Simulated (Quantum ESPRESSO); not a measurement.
## P2SiC2N2 (a curve over one atom's position)

A calculation, not a measurement. The program is pw.x of Quantum ESPRESSO 7.5 (plane-wave density functional theory). The cell is made up: 7 atoms on a zincblende/diamond lattice with one site empty, with randomly drawn elements, strain and displacements, not relaxed. PseudoDojo standard norm-conserving files (v0.5 for PBE, v0.4.1 for LDA and PBEsol) set the functional; there is no spin polarisation, spin-orbit coupling or dispersion term, and the masses in the input are unused placeholders. A spin-polarised start on this cell or one of its family kept no moment.

Seven runs move atom 5 (N, counted in the order of the input) along x and keep all else fixed.

Input of the run at +0.0019:

```
&control calculation='scf', pseudo_dir='./dojo.nc.sr.pbe.v0_5.standard.upf', outdir='./o', disk_io='medium', tprnfor=.true., tstress=.true. /
&system ibrav=0, nat=7, ntyp=4, nbnd=26, ecutwfc=84.00895049, nosym=.true., tot_charge=0,
 occupations='smearing', smearing='fd', degauss=0.0073498644
/
&electrons conv_thr=7.350e-09, electron_maxstep=60, /
ATOMIC_SPECIES
C 1.0 C.upf
N 1.0 N.upf
P 1.0 P.upf
Si 1.0 Si.upf
CELL_PARAMETERS angstrom
4.3493 0.0 0.0
0.0 4.3493 0.0
0.0 0.0 4.3493
ATOMIC_POSITIONS angstrom
P -0.0002 0.0423 0.0185
P -0.0387 2.213 2.0623
Si 2.0841 2.0603 0.0032
C 1.0722 1.0845 1.0455
N 0.9809 3.2528 3.2985
C 3.3212 1.1405 3.3803
N 3.2514 3.2515 1.106
K_POINTS automatic
6 6 6 1 1 1
```

```
shift of atom 5 along x (Å)  free energy less that of the input shown (eV)  Fx on atom 5 (eV/Å)  Fy on atom 5 (eV/Å)  Fz on atom 5 (eV/Å)  pressure (GPa)  iterations
                    -0.1183                                         0.0105                0.738               -0.293                0.584          -21.00          12
                    -0.0753                                        -0.0112                0.271               -0.221                0.590          -21.25          12
                    -0.0383                                        -0.0138               -0.129               -0.151                0.582          -21.38          12
                    +0.0019                                         0.0000               -0.558               -0.066                0.561          -21.44          12
                    +0.0806                                         0.0759               -1.363                0.125                0.483          -21.29          12
                    +0.1409                                         0.1756               -1.935                0.295                0.392          -20.94          12
```

Question: one run is left out of the table, at +0.1186. Estimate its Fx on atom 5 (eV/Å).

Answer: -1.729. The whole row:

| shift of atom 5 along x (Å) | free energy less that of the input shown (eV) | Fx on atom 5 (eV/Å) | Fy on atom 5 (eV/Å) | Fz on atom 5 (eV/Å) | pressure (GPa) | iterations |
| --- | --- | --- | --- | --- | --- | --- |
| +0.1186 | 0.1347 | -1.729 | 0.230 | 0.429 | -21.10 | 12 |

A cubic fit gives dFx/dx = -10.55 eV/Å² at zero shift. Across the table the free energy follows the integral of the force to within 0.1 meV. A rerun of one of the cells at 1437 eV and a 8 x 8 x 8 mesh moved values by no more than 0.004 eV in energy, 0.12 GPa in stress and 0.019 eV/Å in force.